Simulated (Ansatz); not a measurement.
Al:
Space group Fd-3m, origin choice 1 (No. 227); a = b = c = 7.4297 Å, α = β = γ = 90.00°

| atom | site | symmetry | x | y | z |
|---|---|---|---|---|---|
| Al | 8a | -43m | 0.0000 | 0.0000 | 0.0000 |
| Al | 16d | .-3m | 0.6250 | 0.6250 | 0.6250 |
(The calculation used a cell of 6 atoms; values per cell refer to that cell.)

Relaxed with PBEsol.

Question: Decompose the optical modes at the zone centre into irreducible representations, and say which are infrared and Raman allowed.

Answer: Point group m-3m: Γ_opt = A2u + Eu + 2T1u + T2g + T2u. Infrared: T1u. Raman: T2g.

Question: Assign frequencies (DFPT, the program Ansatz at the PBEsol level (PAW)).

Answer: T2u 69i, T1u 132, T2g 141, Eu 257, T1u 356, A2u 500 cm⁻¹.

The start of the workflow was typed in or built on a structure type; neither database checked (COD, Materials Project) lists it. It is not the phase usual at ambient conditions (space group No. 225). The PBEsol relaxation kept the symmetry of its start. At this level the phase is dynamically unstable (imaginary phonons). As this level gives no gap, phonon frequencies hold no LO–TO term and depend on the k-mesh and smearing (Fermi–Dirac, 0.1 eV here).

Potentials: the earlier of the program's two PAW sets. The files were generated under PBE; for other functionals the program regenerates the frozen cores, and for LDA and PBEsol the local potential too.
